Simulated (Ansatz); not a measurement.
AlCo (CsCl type)

```
AlCo
1.0
    2.82274     0.00000     0.00000
    0.00000     2.82274     0.00000
    0.00000     0.00000     2.82274
Al Co
1 1
Direct
  0.00000   0.00000   0.00000
  0.50000   0.50000   0.50000
```

E(V) scan at fixed shape, V₀ the volume above. Symmetry pins the atoms to their sites.

Level of theory: PBEsol (plane waves to 420 eV, PAW, scalar-relativistic; Ansatz, an electronic-structure program). k mesh 17×17×17 (Γ-centred), Fermi-Dirac smearing 0.05 eV. Energies are smeared free energies. Stress and pressure are positive under compression. AlCo is run without spin polarisation. AlCo was relaxed with its symmetry unable to fall. The zero of ΔE is the relaxed starting cell. The last digit holds for this mesh only.

| V (Å³/atom) | ΔE (meV/atom) |
|---|---|
| 10.121 | 81.5 |
| 10.308 | 54.8 |
| 10.496 | withheld |
| 10.683 | 18.5 |
| 10.871 | 8.0 |
| 11.058 | 1.9 |
| 11.246 | 0.0 |
| 11.433 | 1.9 |
| 11.620 | 7.2 |
| 11.808 | 15.6 |
| 11.995 | 27.0 |
| 12.183 | 41.0 |
| 12.370 | 57.5 |

Question: Fit a third-order Birch-Murnaghan form (E₀, V₀, B₀, B₀′ free) to the given rows and predict ΔE at V = 10.496.

Answer: Least squares on the 12 given rows: ΔE = E₀ + (9V₀B₀/16)·y²·[2 + (B₀′ − 4)y], y = (V₀/V)^(2/3) − 1, with V₀ = 11.244 Å³/atom, B₀ = 193.3 GPa (160.2 GPa = 1 eV/Å³; the term in eV is multiplied by 1000), B₀′ = 4.28, E₀ = 0.01 meV/atom; root-mean-square residual 0.05 meV/atom. At 10.496 the fit gives 33.9 meV/atom; the calculation gives 34.0 meV/atom, so the interpolation is off by -0.1 (-0.3 %). For the pressure the fit gives 15.4 GPa against the computed 15.5 GPa.

(A scan under strain: stresses follow from slopes of the energy per volume, elastic moduli from its curvatures.)
